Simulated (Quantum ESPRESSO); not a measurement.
# Strain and stress in GaMgMo3Ti3

Calculated results; nothing here was measured. They come from Quantum ESPRESSO 7.5, a public plane-wave density functional program. Each row is one single-point run on a made-up periodic cell of eight metal atoms, with elements, volume, strain and displacements drawn at random and not relaxed, so a cell may be unstable or far from any real phase. There is no spin polarisation or spin-orbit coupling.

Settings: PBE unless stated; PseudoDojo standard norm-conserving files; Fermi-Dirac width 0.25 eV, which means electrons at about 2900 K; cutoff 1143 eV; 8 x 5 x 3 k mesh shifted half a step off Gamma. E is the free energy of the whole cell (internal energy minus TS), so a -TS column is already part of it. Stress is positive in tension, and the pressure P is minus a third of its trace.

Checks: one run of this series was repeated at a higher cutoff and on a denser mesh, which moved values by no more than 0.004 eV, 0.03 GPa and 0.007 eV/Å, and a second program with other atomic files agreed on it to 2 % rms in force and 0.5 GPa in pressure. Known limits: a spin test at this wide smearing found no moment, but such smearing suppresses magnetism that the real alloy may have.

The lattice is hexagonal close-packed, and the cell vectors in Å are (2.843, 0.008, 0.000); (1.415, -2.458, -4.659); (1.442, 7.390, -4.659), a volume of 130.42 Å³ in run 4. The elements on sites 1 to 8 are Mo Mo Mo Ga Ti Mg Ti Ti. Each run adds a shear e (the xy component of the symmetric strain tensor) to one drawn cell, with the atoms carried along. E is counted from run 4.

| run | e (%) | s_xx (GPa) | s_yy (GPa) | s_zz (GPa) | s_xy (GPa) | P (GPa) | E (meV) |
|---|---|---|---|---|---|---|---|
| 1 | -2.49 | -2.25 | -2.37 | -5.24 | -0.04 | 3.29 | -15.8 |
| 2 | -1.00 | -2.24 | -2.27 | -5.20 | 0.43 | 3.24 | -11.7 |
| 3 | -0.68 | ? | ? | ? | ? | ? | ? |
| 4 | 0.28 | -2.27 | -2.34 | -5.17 | 0.69 | 3.26 | 0.0 |
| 5 | 0.98 | -2.30 | -2.44 | -5.16 | 0.81 | 3.30 | 8.8 |
| 6 | 1.60 | -2.33 | -2.57 | -5.14 | 0.93 | 3.35 | 17.9 |
| 7 | 2.33 | -2.37 | -2.76 | -5.13 | 1.10 | 3.42 | 30.5 |

## Worked fit

A parabola through the runs shown gives s_xy = 0.63 + 0.225 e - 0.015 e² GPa with e in per cent, an error of 0.009 on the linear term and a scatter of 0.04 GPa. The atoms are clamped and the cell is already under stress, so the slope belongs to this path and is not an elastic constant of a real alloy.

## Withheld run

Question: what s_xy should run 3 give?

The fit gives 0.47 ± 0.04 GPa. The calculation gave 0.51 GPa.
